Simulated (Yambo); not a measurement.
Yambo run on PdCl$_{2}$ (space group P2_1/c, No. 14). The wavefunctions are PBEsol (pw.x of Quantum ESPRESSO, ONCV potentials, scalar-relativistic) ones on a 2×4×2 mesh (32 occupied bands); a = 5.4608 Å, b = 3.9442 Å, c = 6.4597 Å, α = 90.00°, β = 107.08°, γ = 90.00°.

Yambo input:

```
rim_cut
gw0
dyson
el_el_corr
HF_and_locXC
cohsex
em1s
RandQpts= 1000000
RandGvec= 1 Ry
EXXRLvcs= 82 Ry
VXCRLvcs= 328 Ry
Chimod= "HARTREE"
% BndsRnXs
 9 | 261 |
%
NGsBlkXs= 8 Ry
% LongDrXs
 1.0 | 1.0 | 1.0 |
%
ExtendOut
% QPkrange
 7 | 7 | 32 | 32 |
 8 | 8 | 32 | 33 |
%
```

k points by index: 7 = (-0.5, 0, 0), 8 = (-0.5, 0, -0.5).

Resulting energies as the program prints them:

```
#    K-point    Band    Eo [eV]    E [eV]    E-Eo [eV]    Vxc [eV]    Vnlxc [eV]    Sc|Eo [eV]    Re(Z)    Im(Z)
#
    7    32    0.000000    -2.488592    -2.488592    -19.97464    -24.94330    2.480076    1.000000    0.000000
    8    32    -0.537532    -3.103576    -2.566045    -19.63859    -24.79465    2.590016    1.000000    0.000000
    8    33    0.604303    -0.178553    -0.782855    -19.53247    -15.88116    -4.434171    1.000000    0.000000
```
(The two width columns are left out.) Convergence of these settings isn't established.

Spin-orbit coupling is not included.

Geometry relaxed with PBE+D3(BJ).

The structure is a Materials Project entry; no match was found in the copy of COD used, and its stability was not checked.
